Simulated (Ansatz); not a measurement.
Relaxed-ion elastic tensor of CdTe (rock salt, Fm-3m) in GPa (Voigt order), r²SCAN (plane waves, PAW; program Ansatz); density 7.08 g/cm³, 28.14 Å³ per atom.

```
91.5  33.9  33.9   0.0   0.0   0.0
33.9  91.5  33.9   0.0   0.0   0.0
33.9  33.9  91.5   0.0   0.0   0.0
 0.0   0.0   0.0  20.7   0.0   0.0
 0.0   0.0   0.0   0.0  20.7   0.0
 0.0   0.0   0.0   0.0   0.0  20.7
```

Problem. Is the crystal mechanically stable?

Solution. Yes: the smallest eigenvalue of C is 20.7 GPa.

Problem. Work out the Voigt, Reuss and Hill averages.

Solution. K_V = 53.1, K_R = 53.1, K_H = 53.1; G_V = 24.0, G_R = 23.4, G_H = 23.7 GPa.

Problem. Give Young's modulus, Poisson's ratio, Pugh's ratio and the universal anisotropy index.

Solution. E = 9KG/(3K + G) = 61.8 GPa; ν = 0.31; K/G = 2.25 (ductile by the Pugh limit of 1.75); A_U = 5G_V/G_R + K_V/K_R − 6 = 0.13.

Problem. Estimate the sound speeds and the Debye temperature.

Solution. v_l = √((K + 4G/3)/ρ) = 3460 m/s, v_t = √(G/ρ) = 1830 m/s, mean 2040 m/s; Θ = (h/k)(3n/4πV)^(1/3) v_m = 200 K.

Problem. Give the Zener ratio and Young's modulus along [100], [110] and [111].

Solution. A = 2C44/(C11 − C12) = 0.72; 1/E = S11 − 2(S11 − S12 − S44/2)Γ with Γ = 0, 1/4, 1/3 gives 73.1, 58.7, 55.1 GPa.

Problem. Solve the Christoffel equation for the three sound speeds along [100], [110], [111].

Solution. Eigenvalues of C_ijkl n_j n_l equal ρv². In km/s, slowest first: [100] 1.71, 1.71, 3.59; [110] 1.71, 2.02, 3.43; [111] 1.92, 1.92, 3.38.

This is a known high-pressure phase of the composition, computed here at zero pressure and temperature. The r²SCAN relaxation kept the symmetry of its start; its stability against distortions is not shown here. As this level gives no gap, shear constants depend on the k-mesh and smearing (Fermi–Dirac, 0.1 eV here). Spin–orbit coupling is left out wherever it is not named.

Potentials: the later of the program's two PAW sets.
